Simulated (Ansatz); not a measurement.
# YNi2B2C: do energies and stresses tell the same story?

These are results of DFT r2SCAN, scalar-relativistic, plane waves, PAW (Ansatz), not measurements.

Cutoff 500 eV; k points 14×14×14 on the computed 6-atom cell (Γ-centred); Gaussian smearing, width 0.10 eV; no spin polarisation.

Relaxed cell: I4/mmm, a = 3.518 Å, b = 3.518 Å, c = 10.414 Å, α = 90.00°, β = 90.00°, γ = 90.00°, 6 atoms in the primitive cell. Whether it is the stable form of this composition wasn't checked.

Energies at zero smearing and pressures from the stress tensor, at volumes with shape and atoms relaxed:
```csv
V (Å³/atom),E − E(first) (meV/atom),P (GPa)
10.095,0.00,13.66
10.417,-19.82,6.30
10.739,-25.94,-0.01
11.062,-20.33,-5.39
11.384,-4.74,-9.97
```

Problem. Check P = −dE/dV between neighbouring volumes, and get the bulk modulus from the pressures alone.

Solution. With 1 eV/Å³ = 160.2 GPa:
```
middle V (Å³/atom)  −ΔE/ΔV (GPa) mean P (GPa)
            10.256         9.857         9.979
            10.578         3.042         3.144
            10.901        -2.788        -2.702
            11.223        -7.755        -7.682
```

The two differ by 0.12 GPa at most. The mean of two end pressures misses the average over a step by about ΔV² P″/12, up to 0.09 GPa here; with that taken off 0.03 GPa remains. The stress is the derivative of the free energy, not of the energy at zero smearing, and with free energies 0.01 GPa remains. Around V = 10.739 Å³/atom, the two neighbours give B = −V ΔP/ΔV = 10.739 × 11.69 / 0.644 = 194.9 GPa, against B0 = 193.8 GPa from the Birch–Murnaghan fit of the energies.

Spin polarisation was left out, and a magnetic state may lie lower.

A ferromagnetic start lost its moments in a first run, so spin was left out; other magnetic orders weren't tried.

Cost: 6 runs of about 42 core-minutes in all, on Arm Neoverse V1 (shared hosts).